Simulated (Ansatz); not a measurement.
Wires are cut from relaxed bulk Si2Ni (Fm-3m, 13.06 Å³/atom, gap on the mesh 0.00 eV); atoms and period are relaxed, and energies count from that bulk.

Method: DFT PBEsol, scalar-relativistic, plane waves, PAW in Ansatz.

Cutoff 420 eV, Gaussian smearing of 0.05 eV, energies at zero smearing, symmetry of each start kept, no spin polarisation.

```json
{"start": "[001] wire, 24 host atoms a period", "atoms": "24", "k mesh": "1×1×10", "excess energy (eV per host atom)": "0.651", "line energy (eV/Å)": "3.079", "period (Å)": "5.078", "gap on the mesh (eV)": "0", "highest filled level or Fermi level under vacuum (eV)": "-"}
{"start": "[001] wire, 30 host atoms a period", "atoms": "30", "k mesh": "1×1×10", "excess energy (eV per host atom)": "0.621", "line energy (eV/Å)": "3.376", "period (Å)": "5.517", "gap on the mesh (eV)": "0", "highest filled level or Fermi level under vacuum (eV)": "4.73"}
```

Spin polarisation was left out, and a magnetic state may lie lower.

Each run keeps its start's symmetry and one magnetic start, so lower states can exist.

Cost: 2 runs of about 2.2 core-hours in all, on AMD EPYC 7R43 (Zen 3) (shared hosts).